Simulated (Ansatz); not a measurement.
YIn:
```
CELL_PARAMETERS angstrom
      3.75605     0.00000     0.00000
      0.00000     3.75605     0.00000
      0.00000     0.00000     3.75605
ATOMIC_POSITIONS crystal
  Y  0.50000 0.50000 0.50000
  In 0.00000 0.00000 0.00000
```

Relaxed with r²SCAN. Special points in fractions of this cell's reciprocal vectors: Γ (0.000, 0.000, 0.000); X (0.000, 0.500, 0.000); M (0.500, 0.500, 0.000); R (0.500, 0.500, 0.500).

Task: List the band energies nearest the Fermi level at these points for r²SCAN in the plane-wave PAW code Ansatz.

Result: In eV from the Fermi level; about four levels below and three above (degenerate sets whole), none deeper than 8.9 eV; points with the same levels are listed once.

```json
[
 {"k": "Γ", "below": "-8.57 -0.34 -0.34", "above": "3.04 3.04 3.04"},
 {"k": "X", "below": "-6.12 -4.40", "above": "0.17 0.70 0.70"},
 {"k": "M", "below": "-5.51 -1.77 -1.77 -0.35", "above": "2.32 2.32 4.89"},
 {"k": "R", "below": "-2.73 -2.73 -2.73 -2.59", "above": "3.83 3.83 3.83"}
]
```

Space group Pm-3m (CsCl type). The first step of the workflow began from a Materials Project structure, measured or hypothetical; the Crystallography Open Database files this formula in space group No. 221, but the cells were not matched. Its standing as an ambient phase is unchecked. Symmetry was held in the r²SCAN relaxation; its stability against distortions is not shown here. The run is not spin-polarised. Scalar-relativistic: spin–orbit coupling is off unless named, which matters more the heavier the elements.

Potentials: the later of the program's two PAW sets.
